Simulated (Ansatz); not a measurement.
**GaBiPt: what a change of kpoints.mp_grid.shift, basis.xc_grid does**

Computed with the plane-wave PAW code Ansatz (scalar-relativistic, PAW set soft_2): PBEsol, no spin polarisation, 420 eV cutoff, k-mesh 4×8×4. These are the settings of the reference run.

Cell:

```xyz
12
Lattice="7.2346 0.0000 0.0000 0.0000 4.0556 0.0000 0.0000 0.0000 8.1030" Properties=species:S:1:pos:R:3 pbc="T T T"
Bi    6.9026    1.0139    5.4052
Bi    3.2853    1.0139    6.7493
Bi    0.3320    3.0417    2.6978
Bi    3.9493    3.0417    1.3537
Ga    2.6428    1.0139    3.4995
Ga    6.2601    1.0139    0.5520
Ga    4.5918    3.0417    4.6035
Ga    0.9745    3.0417    7.5510
Pt    1.5876    1.0139    0.9775
Pt    5.2049    1.0139    3.0740
Pt    5.6470    3.0417    7.1255
Pt    2.0297    3.0417    5.0290
```

The reference run of this cell is solved again as a single point with these keys changed:

| key | reference run | changed run |
| --- | --- | --- |
| kpoints.mp_grid.shift | not typed | [0.5, 0.5, 0.5] |
| basis.xc_grid | not typed | 3 |

Problem. How does the changed run end?

Solution. 

| quantity | reference run | changed run |
| --- | --- | --- |
| energy, changed less reference (meV an atom) | 0 | 1.5 |
| pressure (GPa) | 0.0 | 0.0 |
| largest force (eV/Å) | 0.00 | 0.05 |
| gap on the mesh (eV) | 0.00 | 0.00 |

The energy moves by 1.5 meV an atom (0.02 eV for the cell). It took 8 iterations from the trained starting density.

Caveats: a single point, atoms not relaxed again.
